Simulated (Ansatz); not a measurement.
Nb₂C:
```xyz
12
Lattice="10.9729 0.0000 0.0000 0.0000 3.0935 0.0000 0.0000 0.0000 4.9758" Properties=species:S:1:pos:R:3 pbc="T T T"
Nb     3.2545     2.3201     3.6564
Nb     7.7184     0.7734     1.3193
Nb     2.2319     0.7734     1.1685
Nb     8.7410     2.3201     3.8072
Nb     5.9905     0.7734     3.7514
Nb     4.9824     2.3201     1.2244
Nb    10.4688     2.3201     1.2635
Nb     0.5041     0.7734     3.7122
C      4.1220     0.7734     4.9276
C      6.8509     2.3201     0.0481
C      1.3644     2.3201     2.4398
C      9.6084     0.7734     2.5360
```

Relaxed with r²SCAN. Special points in fractions of this cell's reciprocal vectors: Γ (0.000, 0.000, 0.000); X (0.500, 0.000, 0.000); S (0.500, 0.500, 0.000); Y (0.000, 0.500, 0.000); Z (0.000, 0.000, 0.500); U (0.500, 0.000, 0.500); R (0.500, 0.500, 0.500); T (0.000, 0.500, 0.500).

**Question.** List the band energies nearest the Fermi level at these points for DFT-r²SCAN in the program Ansatz with PAW potentials.

**Answer.** In eV from the Fermi level; about four levels below and three above (degenerate sets whole), none deeper than 8.9 eV; points with the same levels are listed once.

```json
[
 {"k": "Γ", "below": "-0.56 -0.22 -0.18 -0.05", "above": "0.55 0.61 0.63"},
 {"k": "X", "below": "-0.69 -0.69 -0.44 -0.44", "above": "0.02 0.02 0.84 0.84"},
 {"k": "S", "below": "-0.65 -0.65 -0.65 -0.65", "above": "2.76 2.76 2.76 2.76"},
 {"k": "Y", "below": "-0.94 -0.94 -0.51 -0.51", "above": "2.58 2.58 2.77 2.77"},
 {"k": "Z", "below": "-0.66 -0.66 -0.46 -0.46", "above": "0.56 0.56 1.36 1.36"},
 {"k": "U", "below": "-0.55 -0.55 -0.45 -0.45", "above": "0.51 0.51 1.39 1.39"},
 {"k": "R", "below": "-0.38 -0.38 -0.38 -0.38", "above": "1.02 1.02 1.02 1.02"},
 {"k": "T", "below": "-0.48 -0.48 -0.15 -0.15", "above": "0.71 0.71 2.61 2.61"}
]
```

Space group Pnma. The first step of the workflow began from a Materials Project structure, measured or hypothetical; the Crystallography Open Database copy checked does not list it. Whether it is the stable phase at ambient conditions was not checked. The r²SCAN relaxation kept the symmetry of its start; its stability against distortions is not shown here. No spin polarisation was allowed. Spin–orbit coupling is left out wherever it is not named.

Potentials: the earlier of the program's two PAW sets. The files were generated under PBE; for other functionals the program regenerates the frozen cores, and for LDA and PBEsol the local potential too.
